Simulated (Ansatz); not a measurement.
This run works on a generated trial structure, not on a known crystal.

Input and command of a plane-wave DFT calculation in Ansatz:

```yaml
crystal:
  lattice:
    - [4.70492174, 0.0, 0.0]
    - [-2.35246087, 4.07458175, 0.0]
    - [0.0, 0.0, 8.02041779]
  atoms:
    - { symbol: In, position: [0.66666667, 0.33333333, 0.38047501] }
    - { symbol: In, position: [0.33333333, 0.66666667, 0.61952499] }
    - { symbol: Te, position: [0.66666667, 0.33333333, 0.74609101] }
    - { symbol: Te, position: [0.33333333, 0.66666667, 0.25390899] }
    - { symbol: O, position: [0.0, 0.0, 0.0] }
basis:
  ecutwfc: 420
kpoints:
  mp_grid: { grid: [6, 6, 2] }
hamiltonian:
  xc: pbe
scf:
  occupations: { method: gaussian, width: 0.1 }
  lower_state_search: "off"
output:
  forces: true
  stress: true
  eigenvalues: true
relax:
  adjacent_minimum: "off"
  f_tol: 0.04
  max_steps: 70
  cell: { stress_tol: 0.4 }
```

```bash
ansatz run input.yaml --threads 1 --pin off --max-ram 2560MiB --backend cpu --events-out ev --progress --plain --runs-dir out
```

Processor: AMD EPYC (Zen 3), 1 thread, on a host shared with other jobs.

Q: How long does it run, and how much memory does it take?

A: About 61 s, peak memory 0.46 GiB. It solves 39 bands at 14 k points (after reduction by symmetry) with about 2527 plane waves (on the last cell), in 40 SCF iterations over 6 ionic steps.
